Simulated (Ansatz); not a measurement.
RbCl:
```
CELL_PARAMETERS angstrom
      0.00000     3.27143     3.27143
      3.27143     0.00000     3.27143
      3.27143     3.27143     0.00000
ATOMIC_POSITIONS crystal
  Rb 0.00000 0.00000 0.00000
  Cl 0.50000 0.50000 0.50000
```

Relaxed with PBEsol.

Problem. Give the optical modes at the zone centre with their infrared activity from DFPT, plane-wave PAW PBEsol (Ansatz code).

Solution. Transverse frequencies, without the LO–TO term; a row sums one degenerate level.

| ω (cm⁻¹) | degeneracy | IR ((D/Å)²/amu) | activity | symmetry |
|---|---|---|---|---|
| 113 | 3 | 3.75 | IR | T1u |

Problem. How high does the top mode go among those that the LO–TO term moves?

Solution. 169 cm⁻¹ for q along x.

Space group Fm-3m (rock salt). The cell was relaxed with PBEsol under the symmetry of its start; of distortions, only those at the zone centre were tested.

Potentials: the later of the program's two PAW sets.
